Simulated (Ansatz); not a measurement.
LaTl:
```xyz
2
Lattice="3.9768 0.0000 0.0000 0.0000 3.9768 0.0000 0.0000 0.0000 3.9768" Properties=species:S:1:pos:R:3 pbc="T T T"
Tl     1.9884     1.9884     1.9884
La     0.0000     0.0000     0.0000
```

Relaxed with r²SCAN. Special points in fractions of this cell's reciprocal vectors: Γ (0.000, 0.000, 0.000); X (0.000, 0.500, 0.000); M (0.500, 0.500, 0.000); R (0.500, 0.500, 0.500).

**Question.** List the band energies nearest the Fermi level at these points for the program Ansatz at the r²SCAN level (PAW).

**Answer.** In eV from the Fermi level; about four levels below and three above (degenerate sets whole), none deeper than 8.9 eV; points with the same levels are listed once.

```csv
k,below,above
Γ,-8.37 -0.24 -0.24,1.49 1.49 1.49
X,-6.47 -3.23,0.04 0.57 0.57
M,-6.61 -0.65 -0.65,0.33 1.58 1.77 1.77
R,-4.97 -2.58 -2.58 -2.58,1.84 1.84 1.84
```

Space group Pm-3m (CsCl type). The workflow started from an entry of the Crystallography Open Database (COD). Its standing as an ambient phase is unchecked. The r²SCAN relaxation kept the symmetry of its start; its stability against distortions is not shown here. Spin–orbit coupling is left out wherever it is not named.

Potentials: the later of the program's two PAW sets.
